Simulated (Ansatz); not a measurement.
The end point of a relaxation of SnS. Space group Pnma (No. 62). Level of theory: PBE (plane waves to 420 eV, PAW, scalar-relativistic; Ansatz, a quantum-chemistry and plane-wave program).

Space group Pnma (No. 62); a = 8.500 Å, b = 4.010 Å, c = 5.970 Å, α = β = γ = 90.00°

```tsv
atom	site	symmetry	x	y	z
Sn	4c	.m.	0.1196	0.7500	0.1862
S	4c	.m.	0.3271	0.2500	0.1271
```

Task: What is the computed band gap (PBE)?

Result: 0.37 eV, indirect (valence top at k = (0, 0, 0.1667), conduction bottom at T) (no spin-orbit coupling).

Task: Estimate the smallest direct gap that PBE returns for this input.

Result: 0.87 eV at 50 % of the way from Γ to Z.

No spin polarisation in the result.

The run could not lose the symmetry of its start; a randomly shaken copy of 8 atoms returns to this structure.

The first start was generated by placing the elements on the sites of a structure type. A measured structure of SnS has the same space group, Pnma (No. 62); the sites were not compared with it.
